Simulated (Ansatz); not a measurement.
Given:

Be$_{2}$C:
```xyz
3
Lattice="0.0000 2.1339 2.1339 2.1339 0.0000 2.1339 2.1339 2.1339 0.0000" Properties=species:S:1:pos:R:3 pbc="T T T"
Be     3.2008     3.2008     3.2008
Be     1.0669     1.0669     1.0669
C      0.0000     0.0000     0.0000
```

This is the LDA-relaxed structure.

Question: All from DFT-LDA in the program Ansatz with PAW potentials, unless another level is named. Give the static dielectric constant ε0 (ions relaxed, cell fixed).

Answer: 14.0.

Question: Next, the electronic dielectric constant ε∞ (DFPT)?

Answer: 6.84.

Question: Predict the Born charges (a third of the trace).

Answer: Be +1.52, C -3.04 e.

Space group Fm-3m (fluorite or antifluorite type). The LDA relaxation kept the symmetry of its start.

Potentials: the earlier of the program's two PAW sets. The files were generated under PBE; for other functionals the program regenerates the frozen cores, and for LDA and PBEsol the local potential too.
